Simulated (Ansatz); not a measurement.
6 guesses for Zr2B3 and where they end

All numbers below come from DFT PBE, scalar-relativistic, plane waves, PAW (Ansatz). Settings: cutoff 420 eV, Γ-centred meshes spaced at most about 0.3 Å⁻¹, and about 0.25 Å⁻¹ or finer for metals (2π included), Gaussian smearing. No spin polarisation in the final relaxations.

Each guess was relaxed in cell and atoms at zero pressure, within the symmetry of its start. All energies are static (0 K, no zero-point motion). Coordination counts B atoms around Zr (those within 1.25 times the shortest such distance or 1.15 times the sum of covalent radii, 1.27 where that leaves under three; a plus sign parts nearer from farther groups; a slash parts the counts of unlike sites).

```
guess    made from  start group  V start (Å³/atom)  end group  V end (Å³/atom)  coordination at the end  gap on mesh (eV)  E over the lowest end (meV/atom)
    1  random cell        Pm-3m               12.8      Pm-3m             15.1                  Zr 6/12                 0                               958
    2  random cell        P-62m               12.6          ?                ?                        ?                 ?                                 ?
    3  random cell       P6/mmm               12.1     P6/mmm             16.7                     Zr 6                 0                               660
    4  Fe3Ge2 type        P-6m2               10.7      P-6m2             13.1                 Zr 8/3+6                 0                                 0
    5  random cell       P6/mmm               11.9     P6/mmm             14.6                     Zr 6                 0                                31
    6  In2Au3 type        P-3m1               10.9      P-3m1             13.6                     Zr 8                 0                               170
```

Guess 2 as it starts:

```yaml
crystal:
  lattice:
    - [4.05021, 0.00000, 0.00000]
    - [-2.02510, 3.50758, 0.00000]
    - [0.00000, 0.00000, 4.42540]
  atoms:
    - { symbol: Zr, position: [0.33333, 0.66667, 0.50000] }
    - { symbol: Zr, position: [0.66667, 0.33333, 0.50000] }
    - { symbol: B, position: [0.50996, 0.00000, 0.00000] }
    - { symbol: B, position: [0.00000, 0.50996, 0.00000] }
    - { symbol: B, position: [0.49004, 0.49004, 0.00000] }
```

Question: Fill in the missing row: what does this guess relax into, and where does it rank?

Answer: It ends in space group P6/mmm (No. 191), with a = 5.582 Å, c = 3.594 Å, 19.4 Å³/atom and no gap. It lies 0.68 eV/atom over the lowest end, above guess 3 and below guess 1. Counting B atoms around Zr, this end has Zr 6 and the lowest (guess 4) has Zr 8/3+6. The lowest (guess 4) holds B–B pairs (shortest 1.74 Å); in this end the shortest B–B distance is 2.79 Å.

```yaml
crystal:
  lattice:
    - [5.58185, 0.00000, 0.00000]
    - [-2.79093, 4.83403, 0.00000]
    - [0.00000, 0.00000, 3.59446]
  atoms:
    - { symbol: Zr, position: [0.33333, 0.66667, 0.50000] }
    - { symbol: Zr, position: [0.66667, 0.33333, 0.50000] }
    - { symbol: B, position: [0.50000, 0.00000, 0.00000] }
    - { symbol: B, position: [0.00000, 0.50000, 0.00000] }
    - { symbol: B, position: [0.50000, 0.50000, 0.00000] }
```

The zero of energy is the elements' standard structures at the same level; no fitted shifts are applied.

Question: Is the lowest end bound against the elements?

Answer: Too close to call: its formation energy is +0.02 eV/atom. The formation energy is too near zero to say whether this cell lies below the elements.

Cells relaxed within their symmetry can be saddle points; a later kick test found a lower structure for Zr2B3 P6/mmm. A lower structure may well exist outside this small set. Some types were kept out of the candidates beforehand, so the set may lack a known form.
